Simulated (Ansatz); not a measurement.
The start is a relaxed Ru cell, doubled along one cell vector, shaken by Gaussian noise of σ = 0.08 Å a coordinate. A full variable-cell relaxation at zero pressure is run with PBE (plane waves to 420 eV, PAW, scalar-relativistic; Ansatz, an electronic-structure program). First-step values are on the input's coarse k-mesh.

Ansatz input (later rounds restart from its end on a renewed k-mesh):
Ansatz 0.2 input:
```yaml
crystal:
  lattice:
    - [-3.0531711118, 3.0531711118, 3.0531711118]
    - [1.5265855559, -1.5265855559, 1.5265855559]
    - [1.5265855559, 1.5265855559, -1.5265855559]
  atoms:
    - { symbol: Ru, position: [0.0201701386, -0.0138604992, 0.0545979453] }
    - { symbol: Ru, position: [0.5008923432, -0.048572837, -0.0290415682] }
basis: { ecutwfc: 420, ecutrho_ratio: 4, xc_grid: 2, fft_grid_basis: typed }
kpoints: { mp_grid: { grid: [8, 15, 15] } }
hamiltonian:
  xc: pbe
  dispersion: none
  pseudopotentials: { azcp: { folder: ./paw }, kind: paw }
scf: { occupations: { method: fermi_dirac, width: 0.05 } }
relax: { f_tol: 0.01, max_steps: 100, cell: { stress_tol: 0.02 } }
output: { forces: true, stress: true }
```

Problem. What is the largest force in the starting geometry, and on which atom (counted from 1)?

Solution. 1.35 eV/Å, on Ru1, Ru2 (atoms numbered as listed).

Problem. How much energy is released per atom?

Solution. 0.61 eV/atom.

Problem. How does the volume change?

Solution. -3.3 %, from 14.23 to 13.77 Å³/atom.

Problem. Does it find its way back to the structure it was made from?

Solution. It does not go back: it reaches P6₃/mmc (No. 194), hcp (Mg type), 0.63 eV/atom below the parent.

Problem. How do the shortest distances between atoms change?

Solution. The closest pairs of elements (up to four, under 3.6 Å), start → end: Ru–Ru 2.51 → 2.66 Å.

Problem. What band gap does the relaxed structure have at this level?

Solution. Zero (metallic).

Problem. What does it relax into? Give the structure.

Solution. 
Space group P6₃/mmc (No. 194); a = 2.7220 Å, b = 2.7220 Å, c = 4.2908 Å, α = 90.00°, β = 90.00°, γ = 120.00°

```json
[
 {"atom": "Ru", "site": "2d", "symmetry": "-6m2", "x": "0.6667", "y": "0.3333", "z": "0.2500"}
]
```

Final values are on a 20×20×11 k-mesh of the relaxed cell. No spin polarisation in the result.

The run could not lose the symmetry of its start.

Of the parent cell (Im-3m (No. 229)): it is a generated cell of Ru: the first start was made by placing the elements on the sites of a structure type, and the end was not matched to a known phase here, so it may be hypothetical. Known forms of Ru include space group No. 194.
